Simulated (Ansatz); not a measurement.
RbAu (CsCl type, Pm-3m), r²SCAN (plane waves, PAW; program Ansatz). The conduction-band minimum lies at X, with 3 equivalent valleys. Second derivatives d²E/dk² of the lowest band at one valley (eV·Å²), along Cartesian directions:

```tsv
direction	d²E/dk²
[100]	15.10
[010]	15.10
[001]	59.03
[110]	15.10
[101]	37.08
[011]	37.08
```

Q: Find the principal effective masses, the density-of-states mass and the conductivity mass.

A: Off-diagonal terms follow from H_xy = H[110] − (H_xx + H_yy)/2, and m*/mₑ = 7.620 eV·Å² over each eigenvalue: 0.13, 0.50, 0.50. One valley's DOS mass (m₁m₂m₃)^(1/3) = 0.32, conductivity mass 3/(Σ 1/mᵢ) = 0.26 mₑ.

Q: What effective density of states Nc follows at 300 K for parabolic valleys?

A: Nc = 2.509e19 × 3 × (0.32)^(3/2) ≈ 1.4e19 cm⁻³.

The first step of the workflow began from a Materials Project structure, measured or hypothetical; the Crystallography Open Database files this formula in space group No. 221, but the cells were not matched. Whether it is the stable phase at ambient conditions was not checked. Symmetry was held in the r²SCAN relaxation; whether a distortion lowers the energy is not shown. Spin–orbit coupling is left out wherever it is not named.

Potentials: the later of the program's two PAW sets.

Edges and masses are those of Kohn–Sham bands, whose gap is no quasiparticle gap.
